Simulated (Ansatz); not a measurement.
The relaxed structure here is a generated cell of Si2Mo: the first start was made by placing the elements on the sites of a structure type, and the end was not matched to a known phase here, so it may be hypothetical. Known forms of Si2Mo include space group No. 139.

One starting cell of Si₂Mo (a generated cell, Si2Mo built in the C54 structure type) was relaxed twice with Ansatz (plane waves, PAW, scalar-relativistic): with r2SCAN at 500 eV and with PBE at 420 eV. The r2SCAN result:

```cif
data_Mo2Si4
_chemical_formula_sum 'Si4 Mo2'
_space_group_name_H-M_alt 'P 1'
_space_group_IT_number 1
_cell_length_a 5.91905
_cell_length_b 4.93033
_cell_length_c 4.60418
_cell_angle_alpha 76.665
_cell_angle_beta 54.145
_cell_angle_gamma 49.190
loop_
_space_group_symop_operation_xyz
  'x, y, z'
loop_
_atom_site_label
_atom_site_type_symbol
_atom_site_fract_x
_atom_site_fract_y
_atom_site_fract_z
_atom_site_occupancy
Si1 Si 0.66386 0.33614 0.66386 1
Si2 Si 0.33614 0.66386 0.33614 1
Si3 Si 0.58614 0.91386 0.58614 1
Si4 Si 0.91386 0.58614 0.91386 1
Mo1 Mo 0.00000 0.00000 0.00000 1
Mo2 Mo 0.25000 0.25000 0.25000 1
```

```json
[
 {"quantity": "space group", "r2SCAN": "Fddd", "PBE": "Fddd"},
 {"quantity": "volume (Å³/atom)", "r2SCAN": "13.31", "PBE": "13.55"},
 {"quantity": "a (Å)", "r2SCAN": "4.576", "PBE": "4.607"},
 {"quantity": "b (Å)", "r2SCAN": "7.991", "PBE": "8.057"},
 {"quantity": "c (Å)", "r2SCAN": "8.734", "PBE": "8.763"},
 {"quantity": "gap (eV, no spin-orbit coupling)", "r2SCAN": "0.00", "PBE": "0.00"}
]
```

Both levels end in the same structure; PBE's volume is 1.8 % larger. Neither column is exact.

No spin polarisation in the result.

The run could not lose the symmetry of its start; a randomly shaken copy of 12 atoms returns to this structure.

Ansatz is a quantum-chemistry and plane-wave program.
